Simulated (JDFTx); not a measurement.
System: ZnS(110) (F-43m bulk; lattice of mp-10695, not re-optimised at this level), 1x1 cell of 8 atoms in 4 planes (S/Zn outermost, slab composition Zn4S4), area 20.52 Å² a face, 5.7 Å between the outermost planes in a cell 21.7 Å high; k mesh 6×4×1, Fermi width 0.003 Ha, no spin polarisation. Whether this polymorph is the ambient one wasn't checked.

Computed with a modified build of JDFTx: PBE, GBRV ultrasoft potentials, plane waves to 20/100 Ha. Vacuum. The outer atoms relax from bulk positions, keeping the cell's symmetry; the lattice is not PBE's own optimum in this code, and that strain can shift the moves by a few hundredths of an ångström. Input:

```
lattice \
  7.1988093620 0.0000000000 0.0000000000 \
  0.0000000000 10.1806538320 0.0000000000 \
  0.0000000000 0.0000000000 41.0070569044
coords-type Lattice
ion S 0.0000000000 0.2500000000 -0.1316628750 1
ion S 0.5000000000 0.7500000000 -0.0438876250 1
ion S 0.0000000000 0.2500000000 0.0438876250 1
ion S 0.5000000000 0.7500000000 0.1316628750 1
ion Zn 0.5000000000 0.5000000000 -0.1316628750 1
ion Zn 0.0000000000 0.0000000000 -0.0438876250 1
ion Zn 0.5000000000 0.5000000000 0.0438876250 1
ion Zn 0.0000000000 0.0000000000 0.1316628750 1
ion-species pseudo/s_pbe_v1.4.upf
ion-species pseudo/zn_pbe_v1.upf
elec-cutoff 20 100
elec-ex-corr gga-PBE
coulomb-interaction Slab 001
coulomb-truncation-embed 0 0 0
kpoint-folding 6 4 1
elec-smearing Fermi 0.003
lcao-params 10
elec-n-bands 61
converge-empty-states yes
electronic-scf nIterations 100 energyDiffThreshold 1e-07
ionic-minimize nIterations 10 energyDiffThreshold 1e-5 knormThreshold 4e-4
dump-name vac.$VAR
dump End State Ecomponents EigStats BandEigs Forces ElecDensity IonicPositions Fillings Kpoints Dtot
```

### Question
How far do the free atoms of the upper face move along the normal, and how much energy is released?

### Answer
S (atom 4) 0.22 Å, Zn (atom 8) -0.40 Å, Zn (atom 7) 0.16 Å, S (atom 3) -0.04 Å (positive: outward). The free energy falls by 0.919 eV per cell, 359 mJ/m².
